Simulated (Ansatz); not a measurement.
Ti$_{3}$C$_{2}$O$_{2}$ in space group P-3m1 (No. 164; O on 2c, Ti on 2d, C on 2d, Ti on 1a), the program Ansatz at the PBEsol level (PAW), all energies at zero smearing, with the estimated change up to a 700 eV cutoff added, with one set of potentials and settings (totals compare only within such a set). Cell of 7 atoms (2 O, 3 Ti, 2 C): -9044.005 eV.

| element | reference phase | E (eV/atom) |
|---|---|---|
| O | C2/m, 4 atoms in the cell, spin-polarised | -558.3554 |
| Ti | P6/mmm, 3 atoms in the cell | -2473.9117 |
| C | P6_3/mmc, 4 atoms in the cell | -246.6950 |

Formation energy per atom, worked out: (-9044.005 − 2×(-558.3554) − 3×(-2473.9117) − 2×(-246.6950))/7 = -1.738 eV/atom (-168 kJ per mol of atoms), at 0 K, without zero-point energy or fitted corrections.

The start of the workflow was typed in or built on a structure type; neither database checked (COD, Materials Project) lists it. Its standing as an ambient phase is unchecked. The PBEsol relaxation kept the symmetry of its start; of distortions, only those at the zone centre were tested. The workflow began spin-polarised and lost its moments. A crystal of weakly bound layers computed without a dispersion correction: the cell and the soft elastic constants depend strongly on that. The references are the lowest solids computed at this level, not always the standard phases (solids in place of the gases).

Potentials: the later of the program's two PAW sets.
